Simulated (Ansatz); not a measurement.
**How much do the gradients of K₂TiI₆O₁₈ depend on the method?**

Cell: a measured structure from the Crystallography Open Database (COD), its atoms then relaxed with PBE in this cell.

```cif
data_K2TiI6O18
_symmetry_space_group_name_H-M 'R-3:H'
_symmetry_Int_Tables_number 148
_cell_length_a 11.2703
_cell_length_b 11.2703
_cell_length_c 11.3514
_cell_angle_alpha 90.000
_cell_angle_beta 90.000
_cell_angle_gamma 120.000
loop_
_atom_site_label
_atom_site_type_symbol
_atom_site_symmetry_multiplicity
_atom_site_Wyckoff_symbol
_atom_site_fract_x
_atom_site_fract_y
_atom_site_fract_z
K K 6 c 0.0000 0.0000 0.1759
Ti Ti 3 b 0.0000 0.0000 0.5000
I I 18 f 0.3188 0.0525 0.3897
O10 O 18 f 0.1578 0.0662 0.3940
O16 O 18 f 0.3838 0.1441 0.5297
O22 O 18 f 0.4046 0.1931 0.2840
```

One atom of each set is listed; the run and its k-mesh use a cell of 27 atoms with edges of 7.53, 7.53, 7.53 Å.

First run. Method: Kohn–Sham DFT in Ansatz, PBE, plane waves and PAW, scalar-relativistic, 420 eV cutoff, Γ-centred 3×3×3 k-points, Fermi–Dirac smearing 0.02 eV.

| site | V_zz (10²¹ V/m²) | η |
| --- | --- | --- |
| K | 1.15 | 0.00 |
| Ti | -0.70 | 0.00 |
| I | -51.7 | 0.32 |
| O10 | 12.41 | 0.09 |
| O16 | 13.95 | 0.16 |
| O22 | 15.26 | 0.25 |

Second run. The same atoms and settings, except that spin–orbit coupling is included (fully relativistic PAW files).

**Question.** Given the first result, estimate the second.

**Answer.** 

```json
{"site": "K", "V_zz": "1.15", "η": "0.00", "change of V_zz": "0.00"}
{"site": "Ti", "V_zz": "-0.69", "η": "0.00", "change of V_zz": "+0.01"}
{"site": "I", "V_zz": "-51.8", "η": "0.31", "change of V_zz": "-0.13"}
{"site": "O10", "V_zz": "12.46", "η": "0.09", "change of V_zz": "+0.05"}
{"site": "O16", "V_zz": "14.07", "η": "0.16", "change of V_zz": "+0.12"}
{"site": "O22", "V_zz": "15.36", "η": "0.25", "change of V_zz": "+0.10"}
```

The largest change of V_zz is on I, from -51.7 to -51.8. In per cent, |V_zz| changes by 0 on K, -1 on Ti, 0 on I, 0 to +1 on O (all sites that start above 0.5).
